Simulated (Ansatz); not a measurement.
YP: sound and stiffness along [100], [110] and [111]

Level of theory: DFT PBEsol, spin-orbit coupling, plane waves, PAW in Ansatz 0.2.0. Plane waves to 420 eV; Γ-centred k mesh 8×8×8; fixed occupations. Spin–orbit coupling included, no magnetic order.

The cell is fixed (symmetry leaves no force on the atoms) and stands under 0.0 GPa:
Space group F-43m (No. 216). a = 6.225 Å, b = 6.225 Å, c = 6.225 Å, α = 90.00°, β = 90.00°, γ = 90.00°
| atom | site | symmetry | x | y | z |
| --- | --- | --- | --- | --- | --- |
| Y | 4a | -43m | 0.0000 | 0.0000 | 0.0000 |
| P | 4d | -43m | 0.2500 | 0.2500 | 0.7500 |

The cell is the ideal cubic zincblende prototype; whether it is the stable structure of this composition wasn't checked.

With ions relaxed, on the cubic axes: C11 = 62.6, C12 = 57.0, C44 = 11.4 GPa. The density is 3.301 g/cm³.

**Question.** Is the crystal stable against strain, and how anisotropic is it?

**Answer.** Born's conditions hold: C11 + 2C12 = 176.6, C11 − C12 = 5.6 and C44 = 11.4 GPa are all positive. B = (C11 + 2C12)/3 = 58.9 GPa. The two shear moduli are C44 and C′ = (C11 − C12)/2 = 2.8 GPa, so Zener's ratio is A = C44/C′ = 4.05: the tetragonal shear C′ is the soft one, as in many fcc and bcc metals and zincblende crystals. The Cauchy pressure C12 − C44 is 45.6 GPa; it would vanish for pair forces between atoms on inversion centres at zero pressure, and a positive value is usual with metallic or many-body binding, and where atoms off inversion centres relax under shear, which lowers C44.

**Question.** Give the sound speeds along the three symmetry directions.

**Answer.** The Christoffel equation gives ρv² for each branch:
```tsv
direction	branch	ρv²	GPa	v (m/s)
[100]	L	C11	62.6	4355
[100]	T (×2)	C44	11.4	1857
[110]	L	(C11 + C12 + 2C44)/2	71.2	4644
[110]	T, u ∥ [001]	C44	11.4	1857
[110]	T, u ∥ [1-10]	(C11 − C12)/2	2.8	923
[111]	L	(C11 + 2C12 + 4C44)/3	74.1	4736
[111]	T (×2)	(C11 − C12 + C44)/3	5.7	1311
```

In a piezoelectric crystal some branches stiffen further, which is left out.

**Question.** How does Young's modulus depend on direction?

**Answer.** Inverting gives S11 = 120.511, S12 = -57.425, S44 = 87.796 TPa⁻¹. Along a unit vector (l, m, n), 1/E = S11 − 2(S11 − S12 − S44/2)(l²m² + m²n² + n²l²), where the last bracket is 0, 1/4 and 1/3 for [100], [110] and [111]: E = 8, 19 and 32 GPa. With A > 1 the body diagonal is stiffest. For a film on (001), the biaxial modulus is C11 + C12 − 2C12²/C11 = 16 GPa and the normal strain is −2C12/C11 = -1.82 times the in-plane one.

Cost: 2 runs of about 18 core-minutes in all, on Intel Xeon Processor @ 2.50GHz (Skylake/Cascade Lake) (shared hosts).